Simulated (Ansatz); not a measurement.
GaPt in space group P2_13 (No. 198; Ga on 4a, Pt on 4a), r²SCAN in the plane-wave PAW code Ansatz, all energies at zero smearing, with the estimated change up to a 700 eV cutoff added, with one set of potentials and settings (totals compare only within such a set). Cell of 8 atoms (4 Ga, 4 Pt): -65313.640 eV.

| element | reference phase | E (eV/atom) |
|---|---|---|
| Ga | Cmce, 4 atoms in the cell | -3790.2689 |
| Pt | Fm-3m, 1 atoms in the cell | -12536.7848 |

Formation energy per atom, worked out: (-65313.640 − 4×(-3790.2689) − 4×(-12536.7848))/8 = -0.678 eV/atom (-65 kJ per mol of atoms), at 0 K, without zero-point energy or fitted corrections.

The workflow started from a Materials Project entry (that database holds measured and hypothetical structures alike); the Crystallography Open Database copy checked does not list it. With Ga and Pt taken as one species the cell has the higher symmetry Pa-3, so it may be an ordered model of a mixed-site phase. Its standing as an ambient phase is unchecked. The cell was relaxed with r²SCAN under the symmetry of its start; of distortions, only those at the zone centre were tested. No spin polarisation was allowed. The references are the lowest solids computed at this level, not always the standard phases. Scalar-relativistic: spin–orbit coupling is off unless named, which matters more the heavier the elements.

Potentials: the later of the program's two PAW sets.
